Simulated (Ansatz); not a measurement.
One crystal and one scan (energy over volume and axial ratio) at two levels, PBE (plane waves to 420 eV, PAW, scalar-relativistic; Ansatz, an electronic-structure program) and r2SCAN (plane waves to 500 eV, PAW, scalar-relativistic; Ansatz), each from its own relaxed cell and on its own mesh.

The crystal is PbS (rock salt); volume and axial ratio are varied about the relaxed values (subscript 0).

The energy includes the smearing's −TS. PbS was relaxed with its symmetry unable to fall. Spin-orbit coupling is left out, though Pb is heavy. Both scans cover V/V₀ from 0.960 to 1.040 and (c/a)/(c/a)₀ from 0.960 to 1.040.

| quantity | run 1 | run 2 |
|---|---|---|
| Lattice constant a (Å) | 5.974 | 6.009 |
| Band gap of the relaxed cell, no spin-orbit coupling (eV) | 0.69 | 0.49 |
| Shear modulus C′ = (C11 − C12)/2 (fit, atoms clamped) (GPa) | 60 | 54 |

Task: Which run is which level?

Result: Run 2 is PBE, run 1 is r2SCAN. PBE gives the higher value for: lattice constant a. PBE gives the lower value for: band gap of the relaxed cell, no spin-orbit coupling; shear modulus C′.

(Under strain, the slope of the energy per volume gives the stress and its curvature an elastic modulus.)
